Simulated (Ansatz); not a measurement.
Here is the system:

Bi$_{2}$Pd$_{3}$S$_{2}$:
```cif
data_Bi8Pd12S8
_chemical_formula_sum 'Bi8 Pd12 S8'
_space_group_name_H-M_alt 'I213'
_space_group_IT_number 199
_space_group_name_Hall 'I 2b 2c 3'
_cell_length_a 8.29296
_cell_length_b 8.29296
_cell_length_c 8.29296
_cell_angle_alpha 90.000
_cell_angle_beta 90.000
_cell_angle_gamma 90.000
loop_
_atom_site_label
_atom_site_type_symbol
_atom_site_symmetry_multiplicity
_atom_site_Wyckoff_symbol
_atom_site_fract_x
_atom_site_fract_y
_atom_site_fract_z
_atom_site_occupancy
Bi1 Bi 8 a 0.00287 0.00287 0.00287 1
Pd1 Pd 12 b 0.00000 0.25000 0.27772 1
S1 S 8 a 0.27859 0.27859 0.27859 1
```
(The calculation used a cell of 14 atoms; values per cell refer to that cell.)

This is the PBEsol-relaxed structure.

Problem. All from plane-wave PAW PBEsol (Ansatz code), unless another level is named. Estimate the electronic character.

Solution. metallic (no gap).

Problem. Predict the formation energy from the elements (no fitted shifts).

Solution. -0.41 eV/atom.

Problem. What about the density of states at the Fermi level?

Solution. 0.23 states/eV per atom (mean over ±0.08 eV).

Space group I2_13. The first step of the workflow began from a Materials Project structure, measured or hypothetical; the Crystallography Open Database copy checked does not list it. Its standing as an ambient phase is unchecked. The cell was relaxed with PBEsol under the symmetry of its start; whether a distortion lowers the energy is not shown. No spin polarisation was allowed. The references are the lowest solids computed at this level, not always the standard phases. Spin–orbit coupling is left out wherever it is not named.

Potentials: the later of the program's two PAW sets.
